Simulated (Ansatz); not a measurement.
ZrCl₄:
```
ZrCl4
1.0
    6.36496     0.00000     0.00000
    0.00000     7.47773     0.00000
   -2.03125     0.00000     5.94035
Zr Cl
2 8
Cartesian
 -1.52344   6.20939   4.45526
 -0.50781   1.26835   1.48509
  4.69883   2.73986   0.11324
 -0.36513   4.73788   5.82711
  0.65050   2.73986   2.85694
  3.68320   4.73788   3.08341
  0.42987   6.68384   2.96614
  3.90383   0.79389   2.97420
  4.91946   6.68384   0.00403
 -0.58575   0.79389   5.93632
```

DFT-r²SCAN+D4 in the program Ansatz with PAW potentials gives a gap of 4.05 eV without spin–orbit coupling, maximum at Γ, minimum at C2.

Problem. What happens when spin–orbit coupling is switched on?

Solution. The gap stays essentially unchanged, to 4.05 eV; maximum at Γ, minimum at C2.

Problem. Give the electron effective mass with spin–orbit coupling.

Solution. 3.1, 4.6, 29 mₑ (principal values).

Problem. Give the hole effective mass with spin–orbit coupling.

Solution. 1.3, 1.4, 28 mₑ (principal values).

Space group P2/c. The first step of the workflow began from a Materials Project structure, measured or hypothetical; the Crystallography Open Database files this formula in space group No. 13, but the cells were not matched. Its standing as an ambient phase is unchecked. The cell was relaxed with r²SCAN+D4 under the symmetry of its start; whether a distortion lowers the energy is not shown. No spin polarisation was allowed.

Potentials: the later of the program's two PAW sets.
